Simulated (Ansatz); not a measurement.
Total density of states per atom from r²SCAN in the plane-wave PAW code Ansatz, in 0.25 eV bins, energy from the Fermi level:

(E (eV), states/eV/atom): (-7.85, 0.65); (-7.60, 0.24); (-7.35, 0.00); (-7.10, 0.00); (-6.85, 0.00); (-6.60, 0.00); (-6.35, 0.00); (-6.10, 0.00); (-5.85, 0.00); (-5.60, 0.00); (-5.35, 0.00); (-5.10, 0.00); (-4.85, 0.00); (-4.60, 0.00); (-4.35, 0.00); (-4.10, 0.00); (-3.85, 0.22); (-3.60, 0.62); (-3.35, 0.50); (-3.10, 0.52); (-2.85, 0.34); (-2.60, 0.24); (-2.35, 0.22); (-2.10, 0.25); (-1.85, 0.54); (-1.60, 0.83); (-1.35, 0.97); (-1.10, 1.38); (-0.85, 0.99); (-0.60, 0.66); (-0.35, 0.62); (-0.10, 0.47); (0.15, 0.57); (0.40, 0.61); (0.65, 0.47); (0.90, 0.25); (1.15, 0.25); (1.40, 0.31); (1.65, 0.36); (1.90, 0.43); (2.15, 0.51); (2.40, 0.63); (2.65, 0.77); (2.90, 1.15); (3.15, 1.16); (3.40, 2.01); (3.65, 8.13)

### Question
Which of these materials gives this?
A) BAs, NiAs type
B) LaB2, MoSi2 or CaC2 type
C) B, α-B12
D) La2WN4, I4/mmm (W on 2a, La on 4e, N on 4c, N on 4e)

### Answer
B, LaB2, MoSi2 or CaC2 type. Within 0.5 eV of the Fermi level: B 2p 63 %, La 5d 18 %, B 2s 7 %, La 4f 6 %. Projections are on Löwdin-orthogonalised atomic valence shells; empty p or d shells of many metals are not among them.

The start of the workflow was typed in or built on a structure type; neither database checked (COD, Materials Project) lists it. Whether it is the stable phase at ambient conditions was not checked. Symmetry was held in the r²SCAN relaxation; whether a distortion lowers the energy is not shown. Its formation energy is positive at this level, so the cell may be metastable or incomplete. Scalar-relativistic: spin–orbit coupling is off unless named, which matters more the heavier the elements.

Potentials: the earlier of the program's two PAW sets.
